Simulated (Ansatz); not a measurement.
## Relaxing a structure of NbP

The start is a relaxed NbP cell displaced along its unstable phonon at q = (0, 0, ½) of its primitive reciprocal cell (99i cm⁻¹), largest move 0.15 Å. Cell shape, volume and atoms are optimised at zero target pressure with PBEsol (plane waves to 420 eV, PAW, scalar-relativistic; Ansatz, a program for electronic structure). The first steps use a coarse 7×7×4 k-mesh.

The start:
```yaml
crystal:
  lattice:
    - [5.52372, 0.00000, 0.00000]
    - [-2.76186, 4.78369, 0.00000]
    - [0.00000, 0.00000, 7.97076]
  atoms:
    - { symbol: Nb, position: [0.50000, 0.00000, 0.01574] }
    - { symbol: Nb, position: [0.50000, 0.00000, 0.48426] }
    - { symbol: Nb, position: [0.50000, 0.50000, 0.99213] }
    - { symbol: Nb, position: [0.50000, 0.50000, 0.50787] }
    - { symbol: Nb, position: [0.00000, 0.50000, 0.99213] }
    - { symbol: Nb, position: [0.00000, 0.50000, 0.50787] }
    - { symbol: P, position: [0.00000, 0.00000, 0.00000] }
    - { symbol: P, position: [0.00000, 0.00000, 0.50000] }
    - { symbol: P, position: [0.31766, 0.63531, 0.25000] }
    - { symbol: P, position: [0.34901, 0.69802, 0.75000] }
    - { symbol: P, position: [0.68234, 0.36469, 0.25000] }
    - { symbol: P, position: [0.65099, 0.30198, 0.75000] }
```

### Question
What is the largest force in the starting geometry, and on which atom (counted from 1)?

### Answer
0.26 eV/Å, on Nb1, Nb2 (atoms numbered as listed).

### Question
Does it find its way back to the structure it was made from?

### Answer
It does not go back: it reaches Cmmm (No. 65), 0.03 eV/atom below the parent.

### Question
How do the shortest distances between atoms change?

### Answer
The closest pairs of elements (up to four, under 3.6 Å), start → end: P–P 2.89 → 2.43 Å; Nb–P 2.56 → 2.48 Å; Nb–Nb 2.76 → 2.76 Å.

### Question
Is the relaxed structure metallic? Give its gap.

### Answer
Zero (metallic).

Final values are on a 10×10×6 k-mesh of the relaxed cell. No spin polarisation in the result.

The run could not lose the symmetry of its start, so the end can be a saddle point.

The relaxed structure here is a generated cell of NbP: the first start was made by placing the elements on the sites of a structure type, and the end was not matched to a known phase here, so it may be hypothetical.
